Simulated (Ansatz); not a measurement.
ScPd (Pm-3m), clamped-ion strain scan

The calculation used DFT PBEsol, scalar-relativistic, plane waves, PAW (Ansatz). The runs took a 420 eV cutoff, a Γ-centred 14×14×14 mesh and Gaussian smearing (0.15 eV). No spin polarisation. Energies are free energies at this smearing, counted from the undisturbed cell; pressure is positive in compression.

The starting cell (as given, not relaxed at this level; it stands at -1.8 GPa, and it needn't be the usual structure):

```xyz
2
Lattice="3.2830 0.0000 0.0000 0.0000 3.2830 0.0000 0.0000 0.0000 3.2830" Properties=species:S:1:pos:R:3 pbc="T T T"
Sc    1.6415    1.6415    1.6415
Pd    0.0000    0.0000    0.0000
```

The cell is strained by ε times the Voigt pattern (0, 0, 0, 1, 0, 0) (xx, yy, zz, yz, xz, xy; engineering shear) with fractional coordinates fixed. The cell is metallic on the mesh throughout.

```
      ε  ΔE (meV/atom)
-0.0400            4.1
-0.0200            1.0
 0.0000            0.0
 0.0050            0.1
 0.0100            0.3
 0.0150            0.6
 0.0250            1.6
 0.0300            2.3
 0.0350            3.1
```

Problem. Predict the stress summed along the pattern (GPa, tension positive) at each point.

Solution.
```csv
ε,"stress summed along the pattern (GPa, tension positive)"
-0.0400,-1.88
-0.0200,-0.94
0.0000,0.00
0.0050,0.23
0.0100,0.47
0.0150,0.70
0.0250,1.17
0.0300,1.41
0.0350,1.64
```